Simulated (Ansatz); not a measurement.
A distorted cell of HfO₂ (fluorite):

```yaml
crystal:
  lattice:
    - [0.00000, 2.54906, 2.65103]
    - [2.54906, 0.00000, 2.65103]
    - [2.54906, 2.54906, 0.00000]
  atoms:
    - { symbol: Hf, position: [0.00000, 0.00000, 0.00000] }
    - { symbol: O, position: [0.25000, 0.25000, 0.25000] }
    - { symbol: O, position: [0.75000, 0.75000, 0.75000] }
```

All values below come from PBE (plane waves to 420 eV, PAW, scalar-relativistic; Ansatz, a quantum-chemistry and plane-wave program). k mesh 11×11×11 (Γ-centred), Fermi-Dirac smearing 0.05 eV. The energy includes the smearing's −TS. Stress and pressure are positive under compression. HfO2 is run without spin polarisation. HfO2 was relaxed with its symmetry unable to fall. Spin-orbit coupling is left out, though Hf is heavy. The PAW data are Ansatz's earlier set. This is a high-temperature form of HfO2.

**Question.** What is the stress tensor (GPa)?

**Answer.** 
```
   -3.2      0.0      0.0
    0.0     -3.2      0.0
    0.0      0.0    -20.1
```
The pressure, a third of the trace, is -8.8 GPa.

**Question.** It is the relaxed cell deformed to V/V₀ = 1.040, (c/a)/(c/a)₀ = 1.040, c along z, fractional positions held. What is its energy relative to the relaxed cell?

**Answer.** 28.5 meV/atom.

(Under strain, the slope of the energy per volume gives the stress and its curvature an elastic modulus.)
